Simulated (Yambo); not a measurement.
BSE-type run in Yambo on Cl (space group Cmce, No. 64), at zero momentum.

Quantum ESPRESSO step (LDA, PseudoDojo standard norm-conserving files, scalar-relativistic):
```
&CONTROL
  calculation = 'nscf'
  pseudo_dir = './pseudo'
  outdir = './out'
/
&SYSTEM
  ibrav = 0
  nat = 4
  ntyp = 1
  ecutwfc = 56.0
  ecutrho = 224.0
  occupations = 'fixed'
  force_symmorphic = .true.
  nbnd = 59
/
&ELECTRONS
  conv_thr = 4e-09
  diago_full_acc = .true.
  diago_thr_init = 1e-08
/
ATOMIC_SPECIES
Cl 35.4500 Cl.upf
CELL_PARAMETERS angstrom
  3.264205000000  -2.057470000000   0.000000000000
  3.264205000000   2.057470000000   0.000000000000
  0.000000000000   0.000000000000   8.402400000000
ATOMIC_POSITIONS crystal
Cl   0.885480000000   0.114520000000   0.604750000000
Cl   0.114520000000   0.885480000000   0.395250000000
Cl   0.614520000000   0.385480000000   0.104750000000
Cl   0.385480000000   0.614520000000   0.895250000000
K_POINTS automatic
6 6 4 0 0 0
```

Yambo input:
```
rim_cut
optics
bse
bss
dipoles
em1s
RandQpts= 1000000
RandGvec= 1 Ry
FFTGvecs= 40 Ry
Chimod= "HARTREE"
BSKmod= "SEX"
BSEmod= "resonant"
BSSmod= "hs"
BSENGexx= 15 Ry
BSENGBlk= 4 Ry
% BSEQptR
 1 | 1 |
%
% BSEBands
 5 | 20 |
%
% BEnRange
 0.0 | 10.6 | eV
%
% BDmRange
 0.15 | 0.15 | eV
%
BEnSteps= 212
% BLongDir
 1.0 | 0.0 | 0.0 |
%
BSHayTrs= -0.02
BSSNEig= 24
WRbsWF
% BndsRnXs
 1 | 55 |
%
NGsBlkXs= 4 Ry
% LongDrXs
 1.0 | 1.0 | 1.0 |
%
```

From the report:

The dimension is k points × valence × conduction bands = 144 × 10 × 6 = 8640.
```
  [SLEPC] Approach                          : Krylov-Schur
  [SLEPC] Number of requested eigenvalues   :  24
  [SLEPC] Number of eigenvalues        [NEV]:  24
   [K] Dimension                                    :   8640
   [K] Bands                                        :   5  20
   [K] Exchange res                                 : yes
   [K] Correlation res                              : yes
   [K] W interaction is bare                        : no
   [K] RL vectors exchange                          :   773
   [K] RL vectors correlation                       :  111
   [W] Matrix size                                  :  111
   [W] Bands                                        :    1   55
   [W] Coulomb Cutoff                               : none
   [W] Hxc Kernel                                   : HARTREE
```
Lowest eigenvalues (eV; in brackets the number of states within 2 meV): 0.38 (1), 0.43 (1), 0.61 (1), 0.71 (1), 1.56 (1), 1.64 (1). They depend on the mesh, which isn't converged; without a scissor they sit on the DFT energy scale.

Geometry of the Materials Project entry, not relaxed at this level.

The distance between layers or molecules is the database entry's, not relaxed here. Functionals without dispersion can leave it too large, which widens gaps and weakens the response across layers: the numbers belong to this cell.
